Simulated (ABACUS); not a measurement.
Band structure of AlGa3N4 (Pm, 8 atoms in the cell; from Materials Project mp-1228943, lattice scaled a little).

```
CELL_PARAMETERS angstrom
      5.08487     0.00000     0.00000
      0.00000     3.12971     0.00000
     -0.00367     0.00000     5.41894
ATOMIC_POSITIONS crystal
  Al 0.00050 0.50000 0.66730
  Ga 0.49910 0.50000 0.33520
  Ga 0.49910 0.00000 0.83130
  Ga 0.99990 0.00000 0.16620
  N  0.11920 0.50000 0.34130
  N  0.11680 0.00000 0.82530
  N  0.62020 0.00000 0.16610
  N  0.63260 0.50000 0.66730
```

All values come from this method and carry its errors: LDA (PW92), PseudoDojo 0.4 standard norm-conserving LDA (tails mended) pseudopotentials (plane waves; ABACUS).

Settings: KPT = Gamma 3 7 3 0 0 0; basis_type = pw; dft_functional = PWLDA; ecutwfc = 84 Ry; smearing_method = fd; smearing_sigma = 0.00367493 Ry; potentials = PseudoDojo 0.4 standard norm-conserving LDA (tails mended); symmetry = 1; symmetry_prec = 1e-05; nbands = 43; ks_solver = dav_subspace; scf_nmax = 100; scf_thr = 1.0e-09 Ry; mixing_type = broyden.

The structure comes from a collection of computed structures, made at another level of theory; the collection holds predicted forms beside known ones. Its lattice was then scaled.

Question: Predict the gap along the standard path and the places of the band edges.

Answer: The gap along the path is 2.70 eV, direct at Γ to within 0.01 eV.

Points are given in units of this cell's reciprocal vectors. Levels in eV from the top of the valence band on the path, bands 28 to 35:
```tsv
point	28	29	30	31	32	33	34	35
Γ (0 0 0)	-0.88	-0.09	-0.03	0.00	2.70	4.83	5.29	5.86
Y (0 0 0.5)	-0.80	-0.63	-0.61	-0.35	4.81	4.97	6.29	6.60
H (-0.5 0 0.5)	-1.61	-1.21	-1.19	-1.14	5.48	5.55	5.64	6.01
C (-0.5 0 0.5)	-1.61	-1.21	-1.19	-1.14	5.48	5.55	5.64	6.01
E (-0.5 0.5 0.5)	-1.83	-1.79	-1.70	-1.69	4.46	4.53	4.61	5.00
M1 (-0.5 0.5 0.5)	-1.83	-1.79	-1.70	-1.69	4.46	4.53	4.61	5.00
A (-0.5 0.5 0)	-1.76	-1.51	-1.49	-1.47	5.86	6.01	6.13	6.39
X (-0.5 0 0)	-0.76	-0.69	-0.37	-0.37	4.55	4.66	4.83	5.23
D (0 0.5 0.5)	-2.31	-2.22	-1.02	-0.90	4.92	5.25	5.72	5.90
```

“Tails mended”: in these copies of the files the far tail of each local potential was reset to the Coulomb form.
